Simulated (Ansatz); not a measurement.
## Al2InN3: how much site disorder can heat buy?

These are results of Ansatz 0.2.0, DFT r2SCAN, scalar-relativistic, plane waves, PAW, not measurements.

Cutoff 500 eV; k points 5×3×3 on the computed 24-atom cell (Γ-centred); Gaussian smearing, width 0.02 eV; no spin polarisation.

The ordered crystal (Cmc2_1, 11.86 Å³/atom, a gap on the mesh of 2.75 eV), relaxed at this level:

```cif
data_structure
_symmetry_space_group_name_H-M 'Cmc2_1'
_symmetry_Int_Tables_number 36
_cell_length_a 9.7592
_cell_length_b 5.6120
_cell_length_c 5.1990
_cell_angle_alpha 90.000
_cell_angle_beta 90.000
_cell_angle_gamma 90.000
_cell_volume 284.74
loop_
_atom_site_label
_atom_site_type_symbol
_atom_site_symmetry_multiplicity
_atom_site_Wyckoff_symbol
_atom_site_fract_x
_atom_site_fract_y
_atom_site_fract_z
_atom_site_occupancy
Al1 Al 8 b 0.67166 0.66324 0.49167 1
In1 In 4 a 0.00000 0.67799 0.48615 1
N1 N 8 b 0.68503 0.64857 0.85612 1
N2 N 4 a 0.00000 0.70141 0.90627 1
```

The crystal stands on its own mesh of 6×6×6. The changed cells were relaxed on coarser meshes and computed once more on meshes like the one named, which can leave forces up to 0.25 eV/Å.

In a supercell of 24 atoms, with 8 Al and 4 In sites, pairs of Al and In were exchanged at random and each cell relaxed without symmetry:

| pairs | E − E(crystal) (eV a cell) | per pair (eV) | gap on mesh (eV) |
| --- | --- | --- | --- |
| 1 | 0.64 | 0.64 | 2.63 |
| 3 | 1.35 | 0.45 | 2.48 |
| 3 | 1.36 | 0.45 | 2.52 |

Estimate the equilibrium share of In on Al sites against temperature.

For dilute pairs, mass action gives x_A x_B = exp(−ΔE/k_BT) for the shares of wrong atoms on the two sublattices. Equal numbers of wrong atoms make x on the Al sites √(4/8) exp(−ΔE/2k_BT). With ΔE = 0.64 eV from the most dilute cell: 1e-3 at 600 K, 2e-2 at 1000 K, 6e-2 at 1500 K. One per cent is reached near 870 K, so disorder frozen in from such temperatures can matter, if the crystal still stands there. One draw in a small cell holds the two wrong atoms close to each other and to their images, while the law wants them far apart, so ΔE is uncertain by tenths of an eV, in stiff covalent crystals by an eV or more; vibrations are left out.

Do the pairs interact, and at what temperature would the most disordered cell pay for itself?

The cost per pair goes from 0.64 to 0.45 eV (mean of the cells with that many pairs), so pairs lower each other's cost, as in an order–disorder transition where order holds itself up. Choosing 3 of 8 and 3 of 4 sites gives ln Ω = 5.4, so energy and entropy balance at T = ΔE/(k_B ln Ω) = 1.36 eV / (5.4 k_B) ≈ 2900 K; a small cell undercounts Ω and short-range order lowers the energy, while the ordered crystal gains entropy from its own antisites, so this gives only the scale of a transition.

The gap is read on a mesh, which can miss the band edges, so it can be too wide.

Cost: 6 runs of about 34 core-minutes in all (earlier runs that led there not counted), on Arm Neoverse V1 (shared hosts).